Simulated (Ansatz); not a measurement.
PbAu$_{2}$:
```cif
data_Au4Pb2
_chemical_formula_sum 'Pb2 Au4'
_space_group_name_H-M_alt 'P 1'
_space_group_IT_number 1
_cell_length_a 5.57066
_cell_length_b 5.57066
_cell_length_c 5.57066
_cell_angle_alpha 60.000
_cell_angle_beta 60.000
_cell_angle_gamma 60.000
loop_
_space_group_symop_operation_xyz
  'x, y, z'
loop_
_atom_site_label
_atom_site_type_symbol
_atom_site_fract_x
_atom_site_fract_y
_atom_site_fract_z
_atom_site_occupancy
Pb1 Pb 0.25000 0.25000 0.25000 1
Pb2 Pb 0.00000 0.00000 0.00000 1
Au1 Au 0.62500 0.62500 0.12500 1
Au2 Au 0.62500 0.12500 0.62500 1
Au3 Au 0.62500 0.62500 0.62500 1
Au4 Au 0.12500 0.62500 0.62500 1
```

This is the LDA-relaxed structure.

**Question.** All from LDA (plane waves, PAW; program Ansatz), unless another level is named. Predict the Poisson's ratio.

**Answer.** 0.40.

**Question.** And the elastic constants (relaxed ions, GPa)?

**Answer.** C11 = 144, C12 = 105, C44 = 29.8.

**Question.** Give the highest zone-centre frequency.

**Answer.** 194 cm^-1.

Space group Fd-3m (cubic Laves (MgCu2 type)). The workflow started from a Materials Project entry (that database holds measured and hypothetical structures alike); the Crystallography Open Database files this formula in space group No. 227, but the cells were not matched. Whether it is the stable phase at ambient conditions was not checked. Symmetry was held in the LDA relaxation; phonons show weakly imaginary modes. As this level gives no gap, shear constants depend on the k-mesh and smearing (Fermi–Dirac, 0.1 eV here). As this level gives no gap, phonon frequencies hold no LO–TO term and depend on the k-mesh and smearing (Fermi–Dirac, 0.1 eV here). Scalar-relativistic: spin–orbit coupling is off unless named, which matters more the heavier the elements.

Potentials: the later of the program's two PAW sets.
